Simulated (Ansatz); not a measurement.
A geometry of Zr away from equilibrium: step 2 of the relaxation of a relaxed Zr cell shaken by Gaussian noise of σ = 0.08 Å a coordinate. Computed with PBE (plane waves to 420 eV, PAW, scalar-relativistic; Ansatz, an electronic-structure program). Γ-centred k-mesh 6×6×6 on the run's cell (coarser than for final values), Fermi–Dirac smearing 0.05 eV.

```xyz
8
Lattice="5.6319 0.0074 -0.0122 0.0074 5.7093 0.0182 -0.0122 0.0182 5.6744" Properties=species:S:1:pos:R:3:forces:R:3 pbc="T T T" free_energy=-33469.841 pressure_GPa=0.8
Zr     1.3789     0.0648     2.8818    0.0355   -0.0248    0.0205
Zr     4.1783     0.0208     2.7582    0.0552    0.0293    0.1283
Zr    -0.0853     2.8470     1.4272   -0.0132    0.0133    0.1392
Zr    -0.0327     2.9549     4.2939   -0.0013   -0.0407   -0.1521
Zr     2.8466     1.4361     0.0566   -0.0454    0.2792   -0.0074
Zr     2.8411     4.3296    -0.0062   -0.0008   -0.2260   -0.0063
Zr     0.0533     0.0348     0.0049   -0.0974   -0.0061   -0.0298
Zr     2.7283     2.9017     2.8758    0.0674   -0.0242   -0.0924
```

Positions in Å, forces in eV/Å, free energy of the cell in eV (comparable only within this code, potentials and settings). Largest force: 0.28 eV/Å, on Zr5 (atoms numbered as listed); the geometry lies 0.05 eV/atom above the end of its relaxation.

No spin polarisation in the result.

The end of the path is a generated cell of Zr: the first start was made by placing the elements on the sites of a structure type, and the end was not matched to a known phase here, so it may be hypothetical. Known forms of Zr include space group No. 194.
